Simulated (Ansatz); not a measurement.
Relaxed-ion elastic tensor of BeSe (zinc blende, F-43m) in GPa (Voigt order), PBEsol in the plane-wave PAW code Ansatz; density 4.33 g/cm³, 16.86 Å³ per atom.

|  | 1 | 2 | 3 | 4 | 5 | 6 |
|---|---|---|---|---|---|---|
| 1 | 131 | 53.6 | 53.6 | 0.0 | 0.0 | 0.0 |
| 2 | 53.6 | 131 | 53.6 | 0.0 | 0.0 | 0.0 |
| 3 | 53.6 | 53.6 | 131 | 0.0 | 0.0 | 0.0 |
| 4 | 0.0 | 0.0 | 0.0 | 67.2 | 0.0 | 0.0 |
| 5 | 0.0 | 0.0 | 0.0 | 0.0 | 67.2 | 0.0 |
| 6 | 0.0 | 0.0 | 0.0 | 0.0 | 0.0 | 67.2 |

Q: Is the crystal mechanically stable?

A: Yes: the smallest eigenvalue of C is 67.2 GPa.

Q: Work out the Voigt, Reuss and Hill averages.

A: K_V = 79.5, K_R = 79.5, K_H = 79.5; G_V = 55.9, G_R = 52.0, G_H = 53.9 GPa.

Q: Give Young's modulus, Poisson's ratio, Pugh's ratio and the universal anisotropy index.

A: E = 9KG/(3K + G) = 132 GPa; ν = 0.22; K/G = 1.47 (brittle by the Pugh limit of 1.75); A_U = 5G_V/G_R + K_V/K_R − 6 = 0.37.

Q: Estimate the sound speeds and the Debye temperature.

A: v_l = √((K + 4G/3)/ρ) = 5910 m/s, v_t = √(G/ρ) = 3530 m/s, mean 3910 m/s; Θ = (h/k)(3n/4πV)^(1/3) v_m = 453 K.

Q: Give the Zener ratio and Young's modulus along [100], [110] and [111].

A: A = 2C44/(C11 − C12) = 1.73; 1/E = S11 − 2(S11 − S12 − S44/2)Γ with Γ = 0, 1/4, 1/3 gives 100, 138, 157 GPa.

Q: Solve the Christoffel equation for the three sound speeds along [100], [110], [111].

A: Eigenvalues of C_ijkl n_j n_l equal ρv² (piezoelectric stiffening left out). In km/s, slowest first: [100] 3.94, 3.94, 5.51; [110] 2.99, 3.94, 6.07; [111] 3.34, 3.34, 6.25.

The PBEsol relaxation kept the symmetry of its start.

Potentials: the later of the program's two PAW sets.
